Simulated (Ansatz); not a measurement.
Computed with DFT PBE, scalar-relativistic, plane waves, PAW (Ansatz 0.2.0). All cells share a 420 eV cutoff and Γ-centred k meshes spaced about 0.3 Å⁻¹ or finer (0.25 for metals, 2π included). No spin polarisation in the final relaxations.

Temperature and zero-point effects are left out. All come from trial cells, and lower structures may exist.

Question: Which of these relaxed structures of Be2ZnTe5 is the lowest in energy?
A.

```xyz
8
Lattice="5.8702 0.0000 0.0000 0.0000 5.8702 0.0000 0.0000 0.0000 6.7798" Properties=species:S:1:pos:R:3 pbc="T T T"
Be    2.9351    0.0000    3.3899
Be    0.0000    2.9351    3.3899
Zn    0.0000    0.0000    0.0000
Te    1.3651    1.3651    2.0623
Te    1.3651    4.5051    4.7176
Te    4.5051    1.3651    4.7176
Te    4.5051    4.5051    2.0623
Te    2.9351    2.9351    0.0000
```

B.

```xyz
8
Lattice="4.0408 0.0000 0.0000 0.0000 4.0408 0.0000 0.0000 0.0000 13.8215" Properties=species:S:1:pos:R:3 pbc="T T T"
Be    2.0204    2.0204    3.0611
Be    2.0204    2.0204   10.7604
Zn    0.0000    0.0000    0.0000
Te    2.0204    0.0000    4.4614
Te    0.0000    2.0204    1.6805
Te    0.0000    2.0204    9.3601
Te    2.0204    0.0000   12.1410
Te    0.0000    0.0000    6.9108
```

C.

```xyz
8
Lattice="-3.9335 3.9335 3.3022 3.9335 -3.9335 3.3022 3.9335 3.9335 -3.3022" Properties=species:S:1:pos:R:3 pbc="T T T"
Be    0.0000    3.9335    1.6511
Be    3.9335    0.0000    1.6511
Zn    0.0000    0.0000    3.3022
Te    2.5576   -1.1893    3.3022
Te    1.3759    5.1228    0.0000
Te    1.1893    2.5576    3.3022
Te    2.7441    1.3759    0.0000
Te    0.0000    0.0000    0.0000
```

D.

```xyz
8
Lattice="4.0843 0.0000 0.0000 -2.0422 3.5371 0.0000 0.0000 0.0000 15.0091" Properties=species:S:1:pos:R:3 pbc="T T T"
Be    0.0000    0.0000    2.9585
Be    2.0422    1.1790    9.8919
Zn    0.0000    2.3581    6.3780
Te    0.0000    0.0000    0.4562
Te    0.0000    2.3581    3.7035
Te    2.0422    1.1790    7.4379
Te    0.0000    0.0000   10.6847
Te    0.0000    2.3581   13.4375
```

Answer: C. It has space group I4/m (No. 87); the next, B, with space group P-4m2 (No. 115), lies 22 meV/atom higher. Counting Te atoms around Be and Zn (those within 1.25 times the shortest such distance or 1.15 times the sum of covalent radii, 1.27 where that leaves under three; a plus sign parts nearer from farther groups), the lowest has Be 4, Zn 4+2 and the next has Be 4, Zn 4.

No dispersion correction is applied, so the spacing and binding between layers, chains or molecules are poorly described (P3m1), and this can change margins and order among such cells. These runs have no spin–orbit coupling, which can matter for Te. With atoms moved at random, I4/m (by 10 meV/atom) fell into a lower structure. Without a clear test, and held by symmetry: P-4m2, P3m1 and P-42m. Some types were kept out of the candidates beforehand, so the set may lack a known form.
